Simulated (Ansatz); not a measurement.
**AlGaN₂, first-principles data**

AlGaN2:
```yaml
crystal:
  lattice:
    - [3.14411, 0.00000, 0.00000]
    - [-1.57206, 2.72288, 0.00000]
    - [0.00000, 0.00000, 10.17747]
  atoms:
    - { symbol: Ga, position: [0.33333, 0.66667, 0.00405] }
    - { symbol: N, position: [0.33333, 0.66667, 0.19632] }
    - { symbol: Ga, position: [0.66667, 0.33333, 0.26022] }
    - { symbol: N, position: [0.66667, 0.33333, 0.45320] }
    - { symbol: Al, position: [0.33333, 0.66667, 0.50977] }
    - { symbol: N, position: [0.33333, 0.66667, 0.69592] }
    - { symbol: Al, position: [0.66667, 0.33333, 0.75330] }
    - { symbol: N, position: [0.66667, 0.33333, 0.93938] }
```

Space group P3m1 (No. 156); conventional cell a = b = 3.144 Å, c = 10.177 Å, α = β = 90.00°, γ = 120.00°.

Method: the program Ansatz at the r²SCAN level (PAW). Structure relaxed to zero pressure with the same functional. Other levels are named where they apply.

**Cell and energy**

```json
{
 "volume_per_atom": "10.89 Å³",
 "density": "4.75 g/cm³",
 "Formation energy from the elements (no fitted shifts)": "-1.13 eV/atom"
}
```

**Electronic structure**

```json
{
 "band_gap": "3.27 eV (direct)",
 "valence_band_maximum": "at Γ",
 "conduction_band_minimum": "at Γ",
 "electron_effective_mass": "0.25 mₑ (isotropic)",
 "Electron effective mass with spin–orbit coupling": "0.25 mₑ (isotropic)",
 "Hole effective mass, band 1 of 2 at the edge": "1.8 along x, 9.6 along z (mₑ)",
 "Hole effective mass, band 2 of 2 at the edge": "0.25 along x, 9.6 along z (mₑ)",
 "Hole effective mass with spin–orbit coupling": "0.49, 0.49, 10 mₑ (principal values)",
 "HSE06 gap on the r²SCAN cell": "4.09 eV",
 "Gap with spin–orbit coupling": "3.26 eV"
}
```

**Mechanics**

```json
{
 "Bulk modulus (Birch–Murnaghan fit)": "204 GPa",
 "Pressure derivative B′": "4.1",
 "Elastic constants (relaxed ions, GPa)": "C11 = 384, C12 = 135, C13 = 99.2, C14 = -0.1, C33 = 399, C44 = 108",
 "mechanical_stability": "stable (all eigenvalues of C positive)",
 "hill_bulk_and_shear_moduli": "204 and 123 GPa",
 "Young's modulus": "306 GPa",
 "Poisson's ratio": "0.25",
 "debye_temperature_from_the_elastic_constants": "757 K",
 "Piezoelectric stress constants (proper, relaxed ions, C/m²)": "e15 = e24 = -0.30, e31 = e32 = -0.51, e33 = 1.09"
}
```

**Charges**

```json
{
  "bader_charges": "Ga +1.66 to +1.67, N -2.48 to -1.67, Al +2.48 e"
}
```

The start of the workflow was typed in or built on a structure type; the Crystallography Open Database copy checked does not list it. Whether it is the stable phase at ambient conditions was not checked. The r²SCAN relaxation kept the symmetry of its start; whether a distortion lowers the energy is not shown. Signs of piezoelectric constants follow the polarity of the cell as given. The references are the lowest solids computed at this level, not always the standard phases (solids in place of the gases). Spin–orbit coupling is left out wherever it is not named.

Potentials: the earlier of the program's two PAW sets.
